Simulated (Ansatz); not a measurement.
Input for Ansatz (plane-wave DFT, PAW):

```yaml
crystal:
  lattice:
    - [-1.694271309, 1.694271309, 3.3602008223]
    - [1.694271309, -1.694271309, 3.3602008223]
    - [1.694271309, 1.694271309, -3.3602008223]
  atoms:
    - { symbol: Be, position: [0.0, 0.0, 0.0] }
    - { symbol: B, position: [0.75, 0.25, 0.5] }
    - { symbol: B, position: [0.25, 0.75, 0.5] }
    - { symbol: B, position: [0.5, 0.5, 0.0] }
basis:
  ecutwfc: 420
kpoints:
  mp_grid: { grid: [18, 18, 18] }
hamiltonian:
  xc: pbesol
scf:
  occupations: { method: gaussian, width: 0.1 }
output:
  forces: true
  stress: true
  eigenvalues: true
```

Run as
```bash
ansatz run input.yaml --threads 1 --pin off --max-ram 1331MiB --backend cpu --events-out ev --progress --plain --runs-dir out
```

These are results of DFT PBEsol, scalar-relativistic, plane waves, PAW (Ansatz 0.2.0), not measurements.

Part of what the program printed, abridged (iterations and final results):

```
SCF iter   1: F=—  HF=-542.241709 eV  |F-HF|=—  |Δ(HF+E_count)|=         —  Δρ=3.04e-3  dr2=3.94e-3  ethr=1.77e-3  ⟨swp⟩=5.0  Hψ=30089  notcnv=0
SCF iter   2: F=—  HF=-542.240847 eV  |F-HF|=—  |Δ(HF+E_count)|=   8.62e-4  Δρ=1.71e-3  dr2=1.22e-3  ethr=3.58e-5  ⟨swp⟩=1.0  Hψ=8645  notcnv=0
SCF iter   3: F=—  HF=-542.240540 eV  |F-HF|=—  |Δ(HF+E_count)|=   3.08e-4  Δρ=1.25e-4  dr2=5.93e-6  ethr=1.11e-5  ⟨swp⟩=2.7  Hψ=7225  notcnv=0
SCF iter   4: F=—  HF=-542.240541 eV  |F-HF|=—  |Δ(HF+E_count)|=   1.39e-6  Δρ=5.35e-5  dr2=9.44e-7  ethr=5.39e-8  ⟨swp⟩=2.0  Hψ=6304  notcnv=0
SCF iter   5: F=-542.240541 eV  HF=-542.240541 eV  |F-HF|=6.72e-9  |Δ(HF+E_count)|=   1.77e-7  Δρ=6.65e-6  dr2=1.56e-8  ethr=8.58e-9  ⟨swp⟩=2.0  Hψ=7035  notcnv=0
SCF iter   6: F=-542.240541 eV  HF=-542.240541 eV  |F-HF|=4.39e-10  |Δ(HF+E_count)|=   3.14e-9  Δρ=1.37e-6  dr2=8.72e-10  ethr=1.42e-10  ⟨swp⟩=2.3  Hψ=16881  notcnv=0
SCF 1 converged in 6 iterations: F = -542.240541 eV  dr2 = 8.72e-10
SCF converged after 6 iterations
Free energy (F): -542.240541 eV
Harris-Foulkes:  -542.240541 eV  (|F-HF|=4.39e-10)
Internal energy: -542.234693 eV  (E = F + TS)
E sigma→0 (E₀):  -542.237617 eV
Entropy (-TS):   -0.005848 eV (-1.462 meV/atom)
Fermi energy:    7.222829 eV
--- Per-component energies (eV) ---
  E_band       = 20.338006
  E_kinetic    = 132.522819
  E_local      = -34.054087  (includes V_loc(G=0)·N_el)
  E_nonlocal   = 39.884998
  E_hartree    = 5.962114
  E_xc         = -105.544279
  E_vxc        = -122.230520  (∫ρ·V_xc dr)
  E_paw        = -281.877334  (= ΣΔE_a)
  E_vpaw       = -7.709308  (= ΣTr[D̂ρ^β])
  E_aug_tail   = -0.000007  (compensation charges beyond the density's cutoff)
  E_ewald      = -299.182580
  E_core_change = 0.053664  (= ΣΔE_core)
  E_smearing   = -0.005848  (= −TS)
--- Forces (eV/Å), atoms counted from 1 ---
  atom   1  Be     0.00000000     0.00000000     0.00000000
  atom   2  B      0.00000000     0.00000000     0.00000000
  atom   3  B      0.00000000     0.00000000     0.00000000
  atom   4  B      0.00000000     0.00000000     0.00000000
--- Stress (GPa, compression-positive) ---
      -44.876787       0.000000       0.000000
        0.000000     -44.876787       0.000000
        0.000000       0.000000     -37.616296
  P = ⅓ Tr σ = -42.4566 GPa (-424.566 kbar)
--- Band table (eV; the first three rows and the last of 480) ---
  k-point 0: bands = ["-5.8869", "3.4999", "5.9270", "5.9270", "6.5685", "6.8435", "6.8435", "7.8168", "8.2495", "9.3539"]
  k-point 1: bands = ["-5.8208", "3.5647", "5.5640", "5.5759", "6.1840", "6.2763", "7.0914", "8.2735", "8.9961", "9.8190"]
  k-point 2: bands = ["-5.6223", "3.7371", "4.8747", "4.9048", "5.2085", "5.8464", "7.3890", "9.2097", "10.2138", "10.6881"]
  k-point 479: bands = ["-3.5774", "-2.6801", "3.3896", "3.3896", "5.9837", "8.3806", "11.6523", "12.1919", "12.1919", "12.7865"]
```

The run converged.